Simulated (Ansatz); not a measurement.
CuI:
Space group P6₄22 (No. 181); a = b = 4.2188 Å, c = 9.7611 Å, α = β = 90.00°, γ = 120.00°

```json
[
 {"atom": "Cu", "site": "3c", "symmetry": "222", "x": "0.5000", "y": "0.0000", "z": "0.0000"},
 {"atom": "I", "site": "3d", "symmetry": "222", "x": "0.5000", "y": "0.0000", "z": "0.5000"}
]
```

Relaxed with r²SCAN in the plane-wave PAW code Ansatz. Indices refer to the conventional cell of P6_422, a = b = 4.2188 Å, c = 9.7611 Å, α = β = 90.00°, γ = 120.00°.

Task: Simulate the powder diffraction pattern (Cu Kα, λ = 1.54184 Å; lines above 1 %) up to 2θ = 90°.

Result: Simulated powder pattern, Cu Kα, λ = 1.54184 Å (kinematic, ideal powder, no thermal factors, no anomalous dispersion; the 30 strongest lines at most, above 1 %, up to 2θ = 90°):

```tsv
2θ (°)	d (Å)	I/Imax (%)	hkl
24.36	3.654	22	(1 0 -1 0)
26.04	3.422	12	(1 0 -1 1)
27.41	3.254	4.1	(0003)
30.56	2.925	100	(1 0 -1 2)
37.00	2.430	1.2	(1 0 -1 3)
42.87	2.109	4.9	(1 1 -2 0)
43.91	2.062	3.0	(1 1 -2 1)
44.65	2.029	34	(1 0 -1 4)
46.92	1.936	30	(1 1 -2 2)
49.92	1.827	28	(2 0 -2 0)
53.20	1.722	1.8	(1 0 -1 5)
56.57	1.627	6.3	(0006)
57.77	1.596	16	(1 1 -2 4)
57.89	1.593	3.1	(2 0 -2 3)
62.49	1.486	3.1	(1 0 -1 6)
65.10	1.433	1.0	(1 1 -2 5)
67.87	1.381	2.4	(2 1 -3 0)
68.64	1.367	1.8	(2 1 -3 1)
70.93	1.329	17	(2 1 -3 2)
73.52	1.288	1.9	(1 1 -2 6)
78.77	1.215	14	(2 0 -2 6)
79.80	1.202	12	(2 1 -3 4)
81.45	1.182	5.7	(3 0 -3 2)
83.54	1.157	5.3	(1 0 -1 8)
86.28	1.127	1.1	(2 1 -3 5)
```

The start of the workflow was typed in or built on a structure type; neither database checked (COD, Materials Project) lists it. It is not the phase usual at ambient conditions (space group No. 216). The cell was relaxed with r²SCAN under the symmetry of its start; whether a distortion lowers the energy is not shown. The workflow began spin-polarised and lost its moments. Spin–orbit coupling is left out wherever it is not named.

Potentials: the later of the program's two PAW sets.
